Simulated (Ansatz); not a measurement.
AlN (wurtzite)

```
AlN
1.0
    3.10673     0.00000     0.00000
   -1.55337     2.69051     0.00000
    0.00000     0.00000     4.97852
Al N
2 2
Direct
  0.66667   0.33333   0.00341
  0.33333   0.66667   0.50341
  0.66667   0.33333   0.62179
  0.33333   0.66667   0.12179
```

The relaxed cell is deformed in two ways at once: its volume V is scaled, and at that volume it is stretched along z (the c axis of the conventional cell) so that c/a changes. Fractional atomic positions are held.

Calculation: r2SCAN (plane waves to 500 eV, PAW, scalar-relativistic; Ansatz, a first-principles code). k mesh 12×12×7 (Γ-centred), Fermi-Dirac smearing 0.05 eV. Stress and pressure are positive under compression. As the atoms are clamped, bonds stretch with the cell, which overstates energies and stresses. AlN was relaxed with its symmetry unable to fall. 

### Question
Give the computed σzz (GPa) at all points of the grid V/V₀ = 0.960, 0.973, 0.987, 1.000, 1.013, 1.027, 1.040 by (c/a)/(c/a)₀ = 0.920, 0.947, 0.973, 1.000, 1.027, 1.053, 1.080.

### Answer
σzz (GPa), with V/V₀ across and (c/a)/(c/a)₀ down:

| (c/a)/(c/a)₀ \ V/V₀ | 0.960 | 0.973 | 0.987 | 1.000 | 1.013 | 1.027 | 1.040 |
|---|---|---|---|---|---|---|---|
| 0.920 | 37.2 | 33.0 | 29.0 | 25.2 | 21.7 | 18.4 | 15.2 |
| 0.947 | 26.8 | 22.9 | 19.3 | 15.9 | 12.8 | 9.8 | 6.9 |
| 0.973 | 17.4 | 13.9 | 10.6 | 7.6 | 4.7 | 2.0 | -0.6 |
| 1.000 | 8.9 | 5.7 | 2.8 | 0.0 | -2.6 | -5.0 | -7.3 |
| 1.027 | 1.2 | -1.6 | -4.3 | -6.8 | -9.2 | -11.4 | -13.4 |
| 1.053 | -5.7 | -8.3 | -10.7 | -13.0 | -15.1 | -17.0 | -18.9 |
| 1.080 | -11.9 | -14.2 | -16.4 | -18.5 | -20.4 | -22.1 | -23.8 |

(Under strain, the slope of the energy per volume gives the stress and its curvature an elastic modulus.)
